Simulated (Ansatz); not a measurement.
This trial cell of Ta5Br3 was written down by chemical analogy (I4/mcm, No. 140). Its size is a guess.

```cif
data_structure
_symmetry_space_group_name_H-M 'I4/mcm'
_symmetry_Int_Tables_number 140
_cell_length_a 11.1300
_cell_length_b 11.1300
_cell_length_c 5.7300
_cell_angle_alpha 90.000
_cell_angle_beta 90.000
_cell_angle_gamma 90.000
_cell_volume 709.81
loop_
_atom_site_label
_atom_site_type_symbol
_atom_site_symmetry_multiplicity
_atom_site_Wyckoff_symbol
_atom_site_fract_x
_atom_site_fract_y
_atom_site_fract_z
_atom_site_occupancy
Ta1 Ta 16 k 0.07400 0.22300 0.00000 1
Ta2 Ta 4 b 0.00000 0.50000 0.25000 1
Br1 Br 4 a 0.00000 0.00000 0.75000 1
Br2 Br 8 h 0.83500 0.33500 0.00000 1
```

Method: DFT PBE, scalar-relativistic, plane waves, PAW (Ansatz 0.2.0). Cutoff 420 eV, Gaussian smearing, Γ-centred meshes. Cell and atoms relax first on a coarse mesh, the cell is then made exact in the group found at 0.06 to 0.08 Å, and last on a converged mesh; the steps can't lower the symmetry of their start. No spin polarisation.

A guess keeps its type if space group and coordination stay and the shape of the cell changes little (axis ratios within about 15 %, angles within 6°); the volume may change.

Question: Does this structure survive the relaxation?

Answer: It doesn't keep its type. The symmetry goes from I4/mcm (No. 140) to P4/mmm (No. 123), and the primitive cell from 16 to 8 atoms. The volume per atom grows by 7.1 %, from 22.2 to 23.8 Å³. The shortest distance goes from 2.87 Å (Br–Br and Ta–Ta) to 2.69 Å (Ta–Ta). Counting neighbours within 15 % of an atom's shortest distance, the start has Br 10, Ta 6/9 and the end Br 4/10, Ta 6/8. In detail, at the end around Ta on a site of symmetry m2m lie 2 Ta at 2.69 Å, 2 Br at 2.71 Å, 2 Ta at 2.95 Å, 2 Ta at 3.39 Å and 2 Br at 3.63 Å; Ta on a site of symmetry 4/mmm has 8 Ta at 2.69 Å; around Br on a site of symmetry 4/mmm lie 2 Br at 3.39 Å and 8 Ta at 3.63 Å; 1 more site not described.

```
Ta Br
1.0
     7.49246    0.00000    0.00000
     0.00000    7.49246    0.00000
     0.00000    0.00000    3.38602
Ta Br
5 3
Cartesian
  5.2215 2.2710 0.0000
  2.2710 2.2710 0.0000
  5.2215 5.2215 0.0000
  2.2710 5.2215 0.0000
  3.7462 3.7462 1.6930
  0.0000 0.0000 1.6930
  3.7462 0.0000 0.0000
  0.0000 3.7462 0.0000
```

The last run used a 4×4×10 mesh (in the run's order of axes) for its 8-atom cell and Gaussian smearing of 0.10 eV. Spin–orbit coupling, which can matter for Ta, is left out. Symmetry constrained the relaxation, so the result can be a saddle point. Another cell of the same search, in P-3m1, lies 0.66 eV/atom lower, so this cell isn't the stable form at this level.

In counts of neighbours, a slash parts the counts of unlike sites.
